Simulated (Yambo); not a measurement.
Convergence of the G0W0 gap of CsLiSO5H4

G0W0@LDA for CsLiSO5H4 (space group Cm, No. 8) in Yambo. Reference settings: 2×2×2 Γ-centred k mesh, bands 2 to 226 and a 7 Ry block in the screening, 226 bands in G with the Bruneval-Gonze terminator, plasmon pole fitted at 27.2 eV. The LDA gap (-0.5, -0.5, -0.5) → Γ on this mesh is 4.24 eV; G0W0 gaps are taken between the same points.

```tsv
change from the reference	G0W0 gap (-0.5, -0.5, -0.5) → Γ (eV)	shift of the valence edge (eV)	rough Yambo cost
reference settings	6.84	-1.40	1
56 bands in W, 56 bands in G	7.14	-1.14	about 1/4
176 bands in W, 176 bands in G	6.84	-1.36	within a factor of two
wavefunctions cut at 50 Ry	6.84	-1.40	within a factor of two
exchange cut at 40 Ry	6.81	-1.37	–
56 bands in W, 56 bands in G, 2 Ry block	7.21	-1.32	about 1/7
56 bands in W, 56 bands in G, 6 Ry block	7.14	-1.14	about 1/5
86 bands in W, 86 bands in G, 3 Ry block	6.88	-1.22	about 1/5
126 bands in W, 126 bands in G, 4 Ry block	6.75	-1.22	about 1/3
126 bands in W, 126 bands in G, 6 Ry block	6.83	-1.28	about 1/2
176 bands in W, 176 bands in G, 3 Ry block	6.73	-1.30	about 1/2
3 Ry block	6.72	-1.31	within a factor of two
4 Ry block	6.70	-1.29	within a factor of two
4×4×4 mesh	6.86	-1.45	about 30×
3 Ry block, no terminator	6.68	-1.25	within a factor of two
```

The reference isn't shown to be the converged limit. Costs are rough (shared machines), scaled to the same edge states, and given only for runs that recompute the screening.

Geometry of the Materials Project entry, not relaxed at this level; primitive cell a = b = 6.7101 Å, c = 4.8122 Å, α = β = 107.13°, γ = 50.65°.

A shift is the quasiparticle energy of the state minus its LDA energy.
